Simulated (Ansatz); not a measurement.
CuSn (NiAs type, P6_3/mmc) under volume change, LDA (plane waves, PAW; program Ansatz), shape and atoms relaxed at each volume.

```csv
V (Å³/atom),E − E(relaxed) (meV/atom),P (GPa)
16.092,…,…
16.623,…,…
17.153,5.3,3.31
17.684,0.0,0.00
18.214,4.7,-2.74
18.745,17.7,-5.04
19.275,37.6,-6.96
```

Task: What belongs in the gaps?

Result: 
- 16.623, E − E(relaxed) (meV/atom): 22.7
- 16.623, P (GPa): 7.34
- 16.092, E − E(relaxed) (meV/atom): 54.8
- 16.092, P (GPa): 12.20

Task: What does a third-order Birch–Murnaghan fit give for V₀, B₀ and B′?

Result: V₀ = 17.68 Å³/atom, B₀ = 101 GPa, B′ = 5.3.

The workflow started from a Materials Project entry (that database holds measured and hypothetical structures alike); the Crystallography Open Database files this formula in space group No. 194, but the cells were not matched. Its standing as an ambient phase is unchecked. The cell was relaxed with LDA under the symmetry of its start; its stability against distortions is not shown here. No spin polarisation was allowed. Spin–orbit coupling is left out wherever it is not named.

Potentials: the later of the program's two PAW sets.
